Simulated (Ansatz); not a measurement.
Here is the system:

TaRu:
```xyz
2
Lattice="3.0018 0.0000 0.0000 0.0000 3.0018 0.0000 0.0000 0.0000 3.3668" Properties=species:S:1:pos:R:3 pbc="T T T"
Ta     1.5009     1.5009     1.6834
Ru     0.0000     0.0000     0.0000
```

This is the LDA-relaxed structure. Tensor components refer to the Cartesian frame of this cell.

### Question
All from LDA in the plane-wave PAW code Ansatz, unless another level is named. Estimate the Poisson's ratio.

### Answer
0.38.

### Question
Give the elastic constants (relaxed ions, GPa).

### Answer
C11 = 415, C12 = 220, C13 = 234, C33 = 385, C44 = 70.6, C66 = 71.2.

Space group P4/mmm (L1₀ or tetragonal B2). The workflow started from a Materials Project entry (that database holds measured and hypothetical structures alike); the Crystallography Open Database files this formula in space group No. 123, but the cells were not matched. Whether it is the stable phase at ambient conditions was not checked. The LDA relaxation kept the symmetry of its start; of distortions, only those at the zone centre were tested. The run is not spin-polarised. As this level gives no gap, shear constants depend on the k-mesh and smearing (Fermi–Dirac, 0.1 eV here). Spin–orbit coupling is left out wherever it is not named.

Potentials: the later of the program's two PAW sets.
